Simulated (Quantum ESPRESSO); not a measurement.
## Band energies of CsBr

```
CsBr
1.0
    4.13828     0.00000     0.00000
    0.00000     4.13828     0.00000
    0.00000     0.00000     4.13828
Br Cs
1 1
Direct
  0.50000   0.50000   0.50000
  0.00000   0.00000   0.00000
```

norm-conserving LDA (Quantum ESPRESSO, 48 Ry, without SOC); path ΓXMΓRX,MR; energies in eV from the valence-band maximum.

| k (1/Å) | point | band 4 | band 5 | band 6 | band 7 | band 8 | band 9 | band 10 | band 11 |
|---|---|---|---|---|---|---|---|---|---|
| 0.00 | Γ | -6.18 | -6.18 | 0.00 | 0.00 | 0.00 | 4.53 | 4.53 | 4.56 |
| 0.43 |  | -6.07 | -6.07 | -1.13 | -0.20 | -0.20 | 5.08 | 6.36 | 6.43 |
| 0.76 | X | -6.01 | -6.01 | -1.66 | -0.33 | -0.33 | 5.70 | 7.58 | 7.85 |
| 0.87 |  | -6.07 | -6.00 | -1.60 | -0.35 | -0.32 | 5.76 | 7.54 | 7.67 |
| 1.30 |  | -6.85 | -5.93 | -0.81 | -0.59 | -0.12 | 5.31 | 5.64 | 7.45 |
| 1.52 | M | -7.01 | -5.91 | -0.63 | -0.63 | -0.07 | 5.04 | 5.33 | 7.16 |
| 1.84 |  | -6.69 | -5.95 | -0.93 | -0.54 | -0.15 | 5.45 | 5.95 | 7.47 |
| 2.27 |  | -6.19 | -6.11 | -0.64 | -0.19 | -0.11 | 5.04 | 5.48 | 5.59 |
| 2.59 | Γ | -6.18 | -6.18 | 0.00 | 0.00 | 0.00 | 4.53 | 4.53 | 4.56 |
| 2.69 |  | -6.19 | -6.16 | -0.09 | -0.02 | -0.02 | 4.61 | 4.61 | 4.69 |
| 3.20 |  | -6.47 | -6.33 | -0.69 | -0.60 | -0.60 | 6.74 | 6.74 | 6.99 |
| 3.60 |  | -6.68 | -6.68 | -1.31 | -1.31 | -1.03 | 7.12 | 8.12 | 8.12 |
| 3.91 | R | -6.72 | -6.72 | -1.54 | -1.54 | -1.54 | 8.70 | 8.70 | 8.70 |
| 4.00 |  | -6.71 | -6.71 | -1.52 | -1.50 | -1.47 | 8.42 | 8.49 | 8.68 |
| 4.49 |  | -6.47 | -6.33 | -1.07 | -0.91 | -0.31 | 6.50 | 6.70 | 6.91 |
| 4.88 |  | -6.04 | -6.02 | -1.61 | -0.36 | -0.31 | 5.75 | 7.53 | 7.86 |
| 4.98 | X | -6.01 | -6.01 | -1.66 | -0.33 | -0.33 | 5.70 | 7.58 | 7.85 |
| 4.98 | M | -7.01 | -5.91 | -0.63 | -0.63 | -0.07 | 5.04 | 5.33 | 7.16 |
| 5.20 |  | -6.96 | -6.08 | -0.80 | -0.80 | -0.42 | 5.62 | 5.96 | 7.34 |
| 5.74 | R | -6.72 | -6.72 | -1.54 | -1.54 | -1.54 | 8.70 | 8.70 | 8.70 |

The LDA gap is direct, 4.53 eV at Γ.

Spin-orbit splittings are left out.

Geometry relaxed with LDA.
